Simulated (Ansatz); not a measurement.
Method: Ansatz, DFT PBE, scalar-relativistic, plane waves, PAW. All cells share a 420 eV cutoff and Γ-centred k meshes spaced at most about 0.3 Å⁻¹ (about 0.25 or finer for metals, 2π included). No spin polarisation in the final relaxations.

All energies are static (0 K, no zero-point motion).

Two forms of Zr3SnSe were relaxed alike.

A.

```
CELL_PARAMETERS angstrom
2.71478 -4.99360 0.00000
2.71478 4.99360 0.00000
0.00000 0.00000 5.54296
ATOMIC_POSITIONS crystal
Zr 0.50000 0.50000 0.50000
Zr 0.50000 0.00000 0.00000
Zr 0.00000 0.50000 0.00000
Sn 0.50000 0.50000 0.00000
Se 0.00000 0.00000 0.50000
```

B.

```
CELL_PARAMETERS angstrom
5.51338 0.00000 0.00000
0.00000 5.51338 0.00000
0.00000 0.00000 4.95476
ATOMIC_POSITIONS crystal
Zr 0.50000 0.50000 0.00000
Zr 0.00000 0.50000 0.50000
Zr 0.50000 0.00000 0.50000
Sn 0.00000 0.00000 0.50000
Se 0.50000 0.50000 0.50000
```

**Question.** Which would you expect to be lower, and how large is the difference?

**Answer.** B is lower, by 283 meV/atom. A has space group Cmmm (No. 65), 30.1 Å³/atom and no gap on its mesh; B has space group P4/mmm (No. 123), 30.1 Å³/atom and no gap. Counting Sn or Zr atoms around Se (for each partner element, those within 1.25 times its shortest distance or 1.15 times the sum of covalent radii, where it is the nearest in units of that sum or under 1.3), A has Se 2 and B has Se 6. Even the lower one lies +0.23 eV/atom against the reference forms of the elements (uncorrected), so neither is stable at this level. Both come from invented guesses. A third cell relaxed alike, in P4mm, lies 0.76 eV/atom below the lower of the two.

A magnetic state wasn't ruled out in cells without spin, among them P4/mmm. Cells relaxed within their symmetry can be saddle points.
